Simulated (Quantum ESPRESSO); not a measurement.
Hf3AlO7F, one run as intended and one with a planted mistake

Simulated, not a measurement. The program is pw.x of Quantum ESPRESSO 7.5 (plane-wave density functional theory). The cell is made up: 12 atoms on a fluorite lattice, with randomly drawn elements, strain and displacements, not relaxed. PseudoDojo standard norm-conserving files (v0.5 for PBE, v0.4.1 for LDA and PBEsol) set the functional; there is no spin polarisation, spin-orbit coupling or dispersion term, and the masses in the input are unused placeholders.

The hafnium pseudopotential is less sure than the others, with forces about 3 percent (worst 6) and pressure in oxides about 1.5 GPa (worst 2.7) from a second method in checks, which no rerun with the same files tests.

Intended input:

```
&control calculation='scf', pseudo_dir='./dojo.nc.sr.pbe.v0_5.standard.upf', outdir='./o', disk_io='medium', tprnfor=.true., tstress=.true. /
&system ibrav=0, nat=12, ntyp=4, nbnd=50, ecutwfc=84.00895049, nosym=.true., tot_charge=0,
 occupations='smearing', smearing='fd', degauss=0.0018374661
/
&electrons conv_thr=7.350e-09, electron_maxstep=60, /
ATOMIC_SPECIES
Al 1.0 Al.upf
F 1.0 F.upf
Hf 1.0 Hf.upf
O 1.0 O.upf
CELL_PARAMETERS angstrom
5.0505 0.0279 -0.0204
0.0279 5.0965 0.0458
-0.0204 0.0458 5.0645
ATOMIC_POSITIONS angstrom
Hf -0.0211 0.0276 0.0605
Hf -0.0055 2.5517 2.5622
Al 2.5007 0.0949 2.4993
Hf 2.5639 2.5789 0.0576
O 1.2264 1.1188 1.296
F 1.1518 1.3612 3.7357
O 1.2448 3.8378 1.3194
O 1.3811 3.7379 3.7706
O 3.778 1.241 1.2741
O 3.6413 1.3571 3.756
O 3.7265 3.9074 1.1571
O 3.8119 4.0077 3.826
K_POINTS automatic
4 4 4 1 1 1
```

The log is shortened where brackets say so; the opening notice, blank lines, dates and the lines on written files are dropped, and the path of the files is cut. It prints rydbergs, bohrs and kilobars, and counts compression as positive stress. Where no state is partly filled, the Fermi energy that it prints is only some level between the filled and the empty states on the mesh, and need not lie in the true gap.

Log of the intended run:

```
     Program PWSCF v.7.5
     Parallel version (MPI & OpenMP), running on       1 processor cores
     Number of MPI processes:                 1
     Threads/MPI process:                     1
     [start-up lines left out]
     bravais-lattice index     =            0
     lattice parameter (alat)  =       9.5443  a.u.
     unit-cell volume          =     879.5973 (a.u.)^3
     number of atoms/cell      =           12
     number of atomic types    =            4
     number of electrons       =        88.00
     number of Kohn-Sham states=           50
     kinetic-energy cutoff     =      84.0090  Ry
     charge density cutoff     =     336.0358  Ry
     scf convergence threshold =      7.3E-09
     mixing beta               =       0.7000
     number of iterations used =            8  plain     mixing
     Exchange-correlation= PBE
                           (   1   4   3   4   0   0   0)
     [axes and pseudopotential details left out]
   Cartesian axes
     site n.     atom                  positions (alat units)
         1        Hf     tau(   1) = (  -0.0041777   0.0054647   0.0119787  )
         2        Hf     tau(   2) = (  -0.0010890   0.5052253   0.5073042  )
         3        Al     tau(   3) = (   0.4951275   0.0187898   0.4948503  )
         4        Hf     tau(   4) = (   0.5076408   0.5106108   0.0114045  )
         5        O      tau(   5) = (   0.2428218   0.2215174   0.2566022  )
         6        F      tau(   6) = (   0.2280513   0.2695116   0.7396520  )
         7        O      tau(   7) = (   0.2464649   0.7598674   0.2612353  )
         8        O      tau(   8) = (   0.2734517   0.7400876   0.7465621  )
         9        O      tau(   9) = (   0.7480272   0.2457125   0.2522661  )
        10        O      tau(  10) = (   0.7209612   0.2686998   0.7436713  )
        11        O      tau(  11) = (   0.7378305   0.7736479   0.2291007  )
        12        O      tau(  12) = (   0.7547393   0.7935068   0.7575310  )
     number of k points=    32  Fermi-Dirac smearing, width (Ry)=  0.0018
                       cart. coord. in units 2pi/alat
        k(    1) = (   0.1248296   0.1220765   0.1240562), wk =   0.0625000
        k(    2) = (   0.1258492   0.1198302   0.3733954), wk =   0.0625000
     [further k points left out]
     Dense  grid:    91449 G-vectors     FFT dimensions: (  60,  60,  60)
     Estimated max dynamical RAM per process >     157.65 MB
     Initial potential from superposition of free atoms
     starting charge      87.9920, renormalised to      88.0000
     Starting wfcs are   66 randomized atomic wfcs
     total cpu time spent up to now is       18.1 secs
     per-process dynamical memory:    98.1 Mb
     Self-consistent Calculation
     iteration #  1     ecut=    84.01 Ry     beta= 0.70
     Davidson diagonalization with overlap
     ethr =  1.00E-02,  avg # of iterations =  2.0
     total cpu time spent up to now is       45.2 secs
     total energy              =    -623.39057398 Ry
     estimated scf accuracy    <       4.08356331 Ry
     iteration #  2     ecut=    84.01 Ry     beta= 0.70
     Davidson diagonalization with overlap
     ethr =  4.64E-03,  avg # of iterations =  4.6
     total cpu time spent up to now is       83.2 secs
     total energy              =    -623.44691217 Ry
     estimated scf accuracy    <       8.48950403 Ry
     [iterations 3 to 12 left out]
     iteration # 13     ecut=    84.01 Ry     beta= 0.70
     Davidson diagonalization with overlap
     ethr =  1.35E-10,  avg # of iterations =  2.0
     total cpu time spent up to now is      445.0 secs
     total energy              =    -625.36573972 Ry
     estimated scf accuracy    <       0.00000001 Ry
     iteration # 14     ecut=    84.01 Ry     beta= 0.70
     Davidson diagonalization with overlap
     ethr =  1.44E-11,  avg # of iterations =  4.1
     total cpu time spent up to now is      477.0 secs
     End of self-consistent calculation
     [lines on levels left out]
     the Fermi energy is    12.1614 ev
!    total energy              =    -625.36573973 Ry
     estimated scf accuracy    <          5.6E-10 Ry
     smearing contrib. (-TS)   =       0.00000000 Ry
     internal energy E=F+TS    =    -625.36573973 Ry
     The total energy is F=E-TS. E is the sum of the following terms:
     one-electron contribution =    -131.12853304 Ry
     hartree contribution      =     118.66632421 Ry
     xc contribution           =    -157.93642945 Ry
     ewald contribution        =    -454.96710145 Ry
     convergence has been achieved in  14 iterations
     Forces acting on atoms (cartesian axes, Ry/au):
     atom    1 type  3   force =    -0.08133380   -0.10623145    0.02361711
     atom    2 type  3   force =    -0.08116851    0.12168676   -0.06588737
     atom    3 type  1   force =     0.05757855   -0.06487271   -0.03208627
     atom    4 type  3   force =     0.04723507    0.08409858    0.01924612
     atom    5 type  4   force =     0.05583154    0.06845930    0.02404437
     atom    6 type  2   force =     0.01875096   -0.06566380    0.03911342
     atom    7 type  4   force =    -0.01999381   -0.04609669   -0.01128487
     atom    8 type  4   force =    -0.02758696    0.04249461    0.00421082
     atom    9 type  4   force =    -0.00097221    0.02730265    0.00942686
     atom   10 type  4   force =    -0.00660539    0.01544600   -0.00284521
     atom   11 type  4   force =     0.01270496   -0.04148312    0.05244864
     atom   12 type  4   force =     0.02555959   -0.03514013   -0.06000363
     Total force =     0.305748     Total SCF correction =     0.000055
     Computing stress (Cartesian axis) and pressure
          total   stress  (Ry/bohr**3)                   (kbar)     P=      -33.43
  -0.00016265  -0.00004456   0.00012764          -23.93       -6.55       18.78
  -0.00004456  -0.00036942  -0.00000300           -6.55      -54.34       -0.44
   0.00012764  -0.00000300  -0.00014964           18.78       -0.44      -22.01
     init_run     :     16.87s CPU     17.98s WALL (       1 calls)
     electrons    :    433.63s CPU    458.88s WALL (       1 calls)
     forces       :      5.95s CPU      6.03s WALL (       1 calls)
     stress       :     22.71s CPU     23.64s WALL (       1 calls)
     [timing details left out]
     PWSCF        :   7m59.36s CPU   8m26.92s WALL
     JOB DONE.
```

A second run has one planted mistake: the files are those of another functional. The input lines that differ, file-writing options aside:

```
- &control calculation='scf', pseudo_dir='./dojo.nc.sr.pbe.v0_5.standard.upf', outdir='./o', disk_io='medium', tprnfor=.true., tstress=.true. /
+ &control calculation='scf', pseudo_dir='./dojo.nc.sr.lda.v0_4_1.standard.upf', outdir='./o', disk_io='medium', tprnfor=.true., tstress=.true. /
```

Its log:

```
     Program PWSCF v.7.5
     Parallel version (MPI & OpenMP), running on       1 processor cores
     Number of MPI processes:                 1
     Threads/MPI process:                     1
     [start-up lines left out]
     bravais-lattice index     =            0
     lattice parameter (alat)  =       9.5443  a.u.
     unit-cell volume          =     879.5973 (a.u.)^3
     number of atoms/cell      =           12
     number of atomic types    =            4
     number of electrons       =        88.00
     number of Kohn-Sham states=           50
     kinetic-energy cutoff     =      84.0090  Ry
     charge density cutoff     =     336.0358  Ry
     scf convergence threshold =      7.3E-09
     mixing beta               =       0.7000
     number of iterations used =            8  plain     mixing
     Exchange-correlation= SLA  PW   NOGX NOGC
                           (   1   4   0   0   0   0   0)
     [axes and pseudopotential details left out]
   Cartesian axes
     site n.     atom                  positions (alat units)
         1        Hf     tau(   1) = (  -0.0041777   0.0054647   0.0119787  )
         2        Hf     tau(   2) = (  -0.0010890   0.5052253   0.5073042  )
         3        Al     tau(   3) = (   0.4951275   0.0187898   0.4948503  )
         4        Hf     tau(   4) = (   0.5076408   0.5106108   0.0114045  )
         5        O      tau(   5) = (   0.2428218   0.2215174   0.2566022  )
         6        F      tau(   6) = (   0.2280513   0.2695116   0.7396520  )
         7        O      tau(   7) = (   0.2464649   0.7598674   0.2612353  )
         8        O      tau(   8) = (   0.2734517   0.7400876   0.7465621  )
         9        O      tau(   9) = (   0.7480272   0.2457125   0.2522661  )
        10        O      tau(  10) = (   0.7209612   0.2686998   0.7436713  )
        11        O      tau(  11) = (   0.7378305   0.7736479   0.2291007  )
        12        O      tau(  12) = (   0.7547393   0.7935068   0.7575310  )
     number of k points=    32  Fermi-Dirac smearing, width (Ry)=  0.0018
                       cart. coord. in units 2pi/alat
        k(    1) = (   0.1248296   0.1220765   0.1240562), wk =   0.0625000
        k(    2) = (   0.1258492   0.1198302   0.3733954), wk =   0.0625000
     [further k points left out]
     Dense  grid:    91449 G-vectors     FFT dimensions: (  60,  60,  60)
     Estimated max dynamical RAM per process >     157.65 MB
     Initial potential from superposition of free atoms
     starting charge      87.9933, renormalised to      88.0000
     Starting wfcs are   66 randomized atomic wfcs
     total cpu time spent up to now is       12.7 secs
     per-process dynamical memory:    98.1 Mb
     Self-consistent Calculation
     iteration #  1     ecut=    84.01 Ry     beta= 0.70
     Davidson diagonalization with overlap
     ethr =  1.00E-02,  avg # of iterations =  2.0
     total cpu time spent up to now is       37.5 secs
     total energy              =    -623.30468248 Ry
     estimated scf accuracy    <       3.92831890 Ry
     iteration #  2     ecut=    84.01 Ry     beta= 0.70
     Davidson diagonalization with overlap
     ethr =  4.46E-03,  avg # of iterations =  4.8
     total cpu time spent up to now is       72.8 secs
     total energy              =    -623.21098568 Ry
     estimated scf accuracy    <       9.14554072 Ry
     [iterations 3 to 13 left out]
     iteration # 14     ecut=    84.01 Ry     beta= 0.70
     Davidson diagonalization with overlap
     ethr =  1.17E-10,  avg # of iterations =  2.0
     total cpu time spent up to now is      426.6 secs
     total energy              =    -625.25724859 Ry
     estimated scf accuracy    <          1.0E-08 Ry
     iteration # 15     ecut=    84.01 Ry     beta= 0.70
     Davidson diagonalization with overlap
     ethr =  1.13E-11,  avg # of iterations =  4.2
     total cpu time spent up to now is      462.2 secs
     End of self-consistent calculation
     [lines on levels left out]
     the Fermi energy is    11.6108 ev
!    total energy              =    -625.25724859 Ry
     estimated scf accuracy    <          1.1E-09 Ry
     smearing contrib. (-TS)   =       0.00000000 Ry
     internal energy E=F+TS    =    -625.25724859 Ry
     The total energy is F=E-TS. E is the sum of the following terms:
     one-electron contribution =    -132.02701680 Ry
     hartree contribution      =     117.67502538 Ry
     xc contribution           =    -155.93815572 Ry
     ewald contribution        =    -454.96710145 Ry
     convergence has been achieved in  15 iterations
     Forces acting on atoms (cartesian axes, Ry/au):
     atom    1 type  3   force =    -0.08494755   -0.10325206    0.03288535
     atom    2 type  3   force =    -0.07163039    0.11410080   -0.05915971
     atom    3 type  1   force =     0.05673203   -0.06158671   -0.03273834
     atom    4 type  3   force =     0.04984373    0.08849242    0.01655650
     atom    5 type  4   force =     0.04667025    0.06764005    0.01796082
     atom    6 type  2   force =     0.00711457   -0.05367698    0.03835529
     atom    7 type  4   force =    -0.02716264   -0.04928458   -0.01697491
     atom    8 type  4   force =    -0.02896100    0.02922516    0.00954714
     atom    9 type  4   force =     0.00581056    0.03100055    0.00117475
     atom   10 type  4   force =    -0.00150033    0.02187363    0.00307677
     atom   11 type  4   force =     0.01742165   -0.04628028    0.03976695
     atom   12 type  4   force =     0.03060911   -0.03825199   -0.05045061
     Total force =     0.294036     Total SCF correction =     0.000036
     Computing stress (Cartesian axis) and pressure
          total   stress  (Ry/bohr**3)                   (kbar)     P=     -188.59
  -0.00121671  -0.00005641   0.00008337         -178.98       -8.30       12.26
  -0.00005641  -0.00142639   0.00000563           -8.30     -209.83        0.83
   0.00008337   0.00000563  -0.00120289           12.26        0.83     -176.95
     init_run     :     11.00s CPU     12.58s WALL (       1 calls)
     electrons    :    425.88s CPU    449.48s WALL (       1 calls)
     forces       :      5.67s CPU      5.74s WALL (       1 calls)
     stress       :     24.90s CPU     25.88s WALL (       1 calls)
     [timing details left out]
     PWSCF        :   7m47.69s CPU   8m14.36s WALL
     JOB DONE.
```

|  | intended run | run with the mistake |
| --- | --- | --- |
| free energy (eV) | -8508.534 | -8507.058 |
| smearing term -TS (eV) | 0.0000 | 0.0000 |
| pressure (GPa) | -3.34 | -18.86 |
| largest force component (eV/Å) | 3.129 | 2.934 |
| largest change of a force component (eV/Å) |  | 0.341 |
| iterations | 14 | 15 |

For scale, a rerun of the intended cell at 1437 eV and a 6 x 6 x 6 mesh moved values by no more than 0.002 eV in energy, 0.04 GPa in stress and 0.002 eV/Å in force. Files of another functional have another zero of energy, so the energy change says nothing on stability.